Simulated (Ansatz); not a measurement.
Values for one crystal, relaxed and computed with the program Ansatz at the LDA level (PAW); other levels are named.

- Volume per atom = 15.66 Å³
- Electronic character = metallic (no gap)
- Hill bulk and shear moduli = 266 and 122 GPa
- Bulk modulus (Birch–Murnaghan fit) = 265 GPa
- Pressure derivative B′ = 4.9
- Debye temperature from the elastic constants = 347 K
- Density of states at the Fermi level = 0.10 states/eV per atom (mean over ±0.08 eV)

### Question
Pick the material that matches.
(A) ZrPt3, Cu3Au type
(B) La3Ga, Cu3Au type
(C) TiRh3, Cu3Au type
(D) In2Pt, fluorite or antifluorite type

### Answer
A, ZrPt3, Cu3Au type

Space group Pm-3m (Cu3Au type). The workflow started from a Materials Project entry (that database holds measured and hypothetical structures alike); the Crystallography Open Database files this formula in space group No. 221, but the cells were not matched. Whether it is the stable phase at ambient conditions was not checked. Symmetry was held in the LDA relaxation; its stability against distortions is not shown here. No spin polarisation was allowed. As this level gives no gap, shear constants depend on the k-mesh and smearing (Fermi–Dirac, 0.1 eV here). Spin–orbit coupling is left out wherever it is not named.

Potentials: the later of the program's two PAW sets.
